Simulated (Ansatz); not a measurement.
WSe2 in space group P6_3/mmc (No. 194; W on 2d, Se on 4f) at seven volumes, plane-wave PAW PBE+D3(BJ) (Ansatz code), shape and atoms relaxed at each. One row is withheld.

```json
[
 {"V (Å³/atom)": "18.058", "P (GPa)": "7.19"},
 {"V (Å³/atom)": "18.653", "P (GPa)": "4.11"},
 {"V (Å³/atom)": "19.249", "P (GPa)": "1.75"},
 {"V (Å³/atom)": "19.844", "P (GPa)": "0.00"},
 {"V (Å³/atom)": "20.439", "P (GPa)": "-1.22"},
 {"V (Å³/atom)": "21.034", "P (GPa)": "?"},
 {"V (Å³/atom)": "21.630", "P (GPa)": "-2.40"}
]
```

### Question
Fit the shown pressures and predict the withheld one.

### Answer
P = (3/2)B₀(x^(7/2) − x^(5/2))[1 + (3/4)(B′ − 4)(x − 1)] with x = (V₀/V)^(2/3). Least squares on the six rows gives V₀ = 19.853 Å³/atom, B₀ = 47.2 GPa, B′ = 10.89. At V = 21.034, x = 0.9622 and P = -1.96 GPa. The run itself gave -1.99 GPa.

The cell was relaxed with PBE+D3(BJ) under the symmetry of its start; phonons on a q-mesh show no instability. The run is not spin-polarised. Spin–orbit coupling is left out wherever it is not named.

Potentials: the later of the program's two PAW sets.
